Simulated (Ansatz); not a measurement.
Input and command of a plane-wave DFT calculation in Ansatz:

```yaml
crystal:
  lattice:
    - [4.515471107, 0.0, 0.0]
    - [0.0, 4.515471107, 0.0]
    - [0.0, 0.0, 9.4763007202]
  atoms:
    - { symbol: Cs, position: [0.5, 0.0, 0.28] }
    - { symbol: Cs, position: [0.0, 0.5, 0.72] }
    - { symbol: Se, position: [0.0, 0.0, 0.0] }
    - { symbol: Se, position: [0.5, 0.5, 0.0] }
    - { symbol: Se, position: [0.5, 0.0, 0.64] }
    - { symbol: Se, position: [0.0, 0.5, 0.36] }
basis:
  ecutwfc: 420
kpoints:
  mp_grid: { grid: [4, 4, 2] }
hamiltonian:
  xc: pbe
scf:
  occupations: { method: gaussian, width: 0.1 }
  lower_state_search: "off"
output:
  forces: true
  stress: true
  eigenvalues: true
```

```bash
ansatz run input.yaml --threads 1 --pin off --max-ram 2560MiB --backend cpu --events-out ev --progress --plain --runs-dir out
```

Processor: Arm Neoverse V1, 1 thread, on a host shared with other jobs.

Problem. How long does it run, and how much memory does it take?

Solution. About 9.6 s on 1 thread of Arm Neoverse V1, with other jobs on the host, peak memory 0.41 GiB. It solves 50 bands at 12 k points (the mesh reduced by the symmetry that the task leaves, which can be less than the crystal's) with about 3799 plane waves, in 10 SCF iterations.
